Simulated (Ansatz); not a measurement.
SiO2 in space group Cmce (No. 64; Si on 4a, O on 8f), r²SCAN (plane waves, PAW; program Ansatz). The conduction-band minimum lies at Γ, with 1 equivalent valley. Second derivatives d²E/dk² of the lowest band at one valley (eV·Å²), along Cartesian directions:

| direction | d²E/dk² |
|---|---|
| [100] | 19.66 |
| [010] | 19.76 |
| [001] | 10.27 |
| [110] | 19.71 |
| [101] | 14.97 |
| [011] | 15.02 |

Find the principal effective masses, the density-of-states mass and the conductivity mass.

Off-diagonal terms follow from H_xy = H[110] − (H_xx + H_yy)/2, and m*/mₑ = 7.620 eV·Å² over each eigenvalue: 0.39, 0.39, 0.74. One valley's DOS mass (m₁m₂m₃)^(1/3) = 0.48, conductivity mass 3/(Σ 1/mᵢ) = 0.46 mₑ.

What effective density of states Nc follows at 300 K for parabolic valleys?

Nc = 2.509e19 × 1 × (0.48)^(3/2) ≈ 8.3e18 cm⁻³.

The cell is a constructed one: a structure type filled with these elements; the Crystallography Open Database copy checked does not list it. It is not the phase usual at ambient conditions (space group No. 92, 152, 154). Symmetry was held in the r²SCAN relaxation. At this level the phase is mechanically unstable. The volume moved by 35 % from the start of the relaxation.

Potentials: the later of the program's two PAW sets.

Edges and masses are those of Kohn–Sham bands, whose gap is no quasiparticle gap.
